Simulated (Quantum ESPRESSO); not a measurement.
Parts of the isotropic shielding in NaCl, by PBE GIPAW on JTH datasets (Quantum ESPRESSO, modified build), 30 Ha, k-mesh 4×4×4 shifted:

```xyz
2
Lattice="0.0000 2.8178 2.8178 2.8178 0.0000 2.8178 2.8178 2.8178 0.0000" Properties=species:S:1:pos:R:3 pbc="T T T"
Cl     0.0000     0.0000     0.0000
Na     2.8178     2.8178     2.8178
```
The cell was made here from an entry of the Crystallography Open Database (unchecked): atoms relaxed with PBE in the measured cell (PBE without dispersion, pw.x of Quantum ESPRESSO, symmetry kept).  Stability against distortions was not tested.

The core term is that of the free atom's frozen core; the paramagnetic column sums the reconstruction terms. These are absolute shieldings with no macroscopic susceptibility term; δ = σ_ref − σ needs a reference computed alike. By our sweeps, such settings leave a few ppm in absolute σ. The datasets of Cl, Na hold no d projectors, which limits absolute σ on these atoms.

| site | core | bare (smooth current) | diamagnetic correction | paramagnetic corrections | σ_iso (ppm) |
|---|---|---|---|---|---|
| Cl (atom 1) | 1050.8 | 91.0 | -12.0 | ? | ? |
| Na (atom 2) | 377.3 | 81.5 | 154.8 | ? | ? |

Q: Complete the blanks.

A: 
- Cl (atom 1), paramagnetic corrections: -160.2
- Cl (atom 1), σ_iso (ppm): 969.7
- Na (atom 2), paramagnetic corrections: -72.1
- Na (atom 2), σ_iso (ppm): 541.4
